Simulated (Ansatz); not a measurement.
SnSb (rock salt, space group No. 225) at seven volumes, LDA (plane waves, PAW; program Ansatz), scaled uniformly. One row is withheld.

```tsv
V (Å³/atom)	P (GPa)
25.038	7.50
25.863	?
26.689	2.08
27.514	0.00
28.339	-1.74
29.165	-3.20
29.990	-4.42
```

Problem. Fit the shown pressures and predict the withheld one.

Solution. P = (3/2)B₀(x^(7/2) − x^(5/2))[1 + (3/4)(B′ − 4)(x − 1)] with x = (V₀/V)^(2/3). Least squares on the six rows gives V₀ = 27.515 Å³/atom, B₀ = 63.2 GPa, B′ = 4.85. At V = 25.863, x = 1.0421 and P = 4.55 GPa. The run itself gave 4.56 GPa.

Space group Fm-3m (rock salt). The first step of the workflow began from a Materials Project structure, measured or hypothetical; the Crystallography Open Database files this formula in space group No. 225, but the cells were not matched. Its standing as an ambient phase is unchecked. The cell was relaxed with LDA under the symmetry of its start; of distortions, only those at the zone centre were tested. Spin–orbit coupling is left out wherever it is not named.

Potentials: the later of the program's two PAW sets.
